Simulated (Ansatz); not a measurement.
SnAu$_{5}$ in space group R32 (No. 155; Sn on 3a, Au on 6c, Au on 9e) at seven volumes, PBEsol in the plane-wave PAW code Ansatz, shape and atoms relaxed at each. One row is withheld.

| V (Å³/atom) | P (GPa) |
|---|---|
| 16.265 | ? |
| 16.801 | 10.81 |
| 17.338 | 4.86 |
| 17.874 | 0.00 |
| 18.410 | -3.96 |
| 18.946 | -7.15 |
| 19.482 | -9.70 |

Task: Fit the shown pressures and predict the withheld one.

Result: P = (3/2)B₀(x^(7/2) − x^(5/2))[1 + (3/4)(B′ − 4)(x − 1)] with x = (V₀/V)^(2/3). Least squares on the six rows gives V₀ = 17.873 Å³/atom, B₀ = 146 GPa, B′ = 5.93. At V = 16.265, x = 1.0649 and P = 18.18 GPa. The run itself gave 18.09 GPa.

The first step of the workflow began from a Materials Project structure, measured or hypothetical; the Crystallography Open Database files this formula in space group No. 155, but the cells were not matched. Its standing as an ambient phase is unchecked. The cell was relaxed with PBEsol under the symmetry of its start; its stability against distortions is not shown here. Scalar-relativistic: spin–orbit coupling is off unless named, which matters more the heavier the elements.

Potentials: the later of the program's two PAW sets.
